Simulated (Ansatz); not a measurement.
Starting cell, Al (fcc, Cu type):

```xyz
4
Lattice="3.9920 0.0000 0.0000 0.0000 3.9920 0.0000 0.0000 0.0000 3.9920" Properties=species:S:1:pos:R:3 pbc="T T T"
Al     0.0000     0.0000     0.0000
Al     1.9960     1.9960     0.0000
Al     1.9960     0.0000     1.9960
Al     0.0000     1.9960     1.9960
```

In each cell atom 1 (Al, nearest neighbour Al at 2.823 Å; its periodic images, 4.0 Å or more away, move with it) moves by s·(0.577, 0.577, 0.577) (along Cartesian [111]), the rest being held.

All values below come from r2SCAN (plane waves to 500 eV, PAW, scalar-relativistic; Ansatz, a first-principles code). k mesh 9×9×9 (Γ-centred), Fermi-Dirac smearing 0.05 eV. The energy includes the smearing's −TS. With partly filled bands, energies and forces of such displacements shift with the k mesh and the smearing. On this mesh the relaxed cell isn't quite at rest: it carries a pressure of 0.3 GPa (compression positive) at the zero of the scan. Al was relaxed with its symmetry unable to fall. The zero of ΔE is the undisplaced structure. The last digit holds for this mesh only.

```csv
s (Å),ΔE (meV/cell)
-0.560,withheld
-0.448,630.2
-0.336,335.2
-0.224,142.6
-0.112,34.7
0.000,0.0
0.112,34.7
0.224,142.6
0.336,335.2
0.448,630.2
0.560,withheld
```

Fit an even polynomial form (powers 2, 4) to the given rows and predict ΔE at s = 0.560.

Least squares on the 9 given rows: ΔE = (2747)·s² + (1960)·s⁴, in meV/cell with s in Å; root-mean-square residual 0.10 meV/cell. At 0.560 the fit gives 1054.2 meV/cell; the calculation gives 1048.9 meV/cell, so the extrapolation is off by 5.3 (+0.5 %). The quadratic term alone would give 861.5 meV/cell.

(A displaced cell: forces are minus the slopes of the energy, force constants its curvatures, and phonons follow from these.)
